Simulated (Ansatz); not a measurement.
# Relaxing a structure of YCl

The start is a relaxed YCl cell, doubled along one cell vector, shaken by Gaussian noise of σ = 0.08 Å a coordinate. The structure is fully relaxed (lattice and positions, P = 0) with PBEsol (plane waves to 420 eV, PAW, scalar-relativistic; Ansatz, an electronic-structure program). The first steps use a coarse 6×3×4 k-mesh.

Starting cell:
```
YCl
1.0
    3.72041     0.00000     0.00000
    0.00000     7.44083     0.00000
    0.00000     0.00000     6.57889
Cl Y
4 4
Direct
  0.48007   0.00796   0.64202
  0.53114   0.50295   0.66530
  0.99486   0.25321   0.32904
  0.97736   0.75536   0.36198
  0.49247   0.99436   0.17148
  0.46144   0.50344   0.18645
  0.02512   0.25964   0.82013
  0.03641   0.76504   0.82930
```

* **Largest initial force**: about 1.3 eV/Å, on Y8 (atoms numbered as listed)
* **Energy released**: 0.04 eV/atom
* **Relative to the parent**: It relaxes back to the parent, P4/nmm (No. 129)
* **Shortest distances (start → end)**: The closest pairs of elements (up to four, under 3.6 Å), start → end: Cl–Y 2.71 → 2.86 Å; Cl–Cl 3.20 → 3.24 Å; Y–Y 3.30 → 3.60 Å
* **Band gap at the end**: no gap (metallic)
* **Optimiser moves**: 8

Final values are on a 13×13×7 k-mesh of the relaxed cell. No spin polarisation in the result. No Hubbard U is applied.

The relaxed structure here is a generated cell of YCl: the first start was made by placing the elements on the sites of a structure type, and the end was not matched to a known phase here, so it may be hypothetical.
